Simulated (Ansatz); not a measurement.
Consider the following.

Cu:
```xyz
2
Lattice="0.0000 2.6158 2.6158 2.6158 0.0000 2.6158 2.6158 2.6158 0.0000" Properties=species:S:1:pos:R:3 pbc="T T T"
Cu     0.0000     0.0000     0.0000
Cu     1.3079     1.3079     1.3079
```

This is the PBEsol-relaxed structure.

**Question.** All from DFT-PBEsol in the program Ansatz with PAW potentials, unless another level is named. Predict the bulk modulus (Birch–Murnaghan fit).

**Answer.** 68.1 GPa.

**Question.** What about the highest zone-centre frequency?

**Answer.** 7.61 THz.

Space group Fd-3m (diamond). The start of the workflow was typed in or built on a structure type; neither database checked (COD, Materials Project) lists it. It is not the phase usual at ambient conditions (space group No. 225). Symmetry was held in the PBEsol relaxation. At this level the phase is mechanically unstable. The run is not spin-polarised. As this level gives no gap, phonon frequencies hold no LO–TO term and depend on the k-mesh and smearing (Fermi–Dirac, 0.1 eV here).

Potentials: the later of the program's two PAW sets.
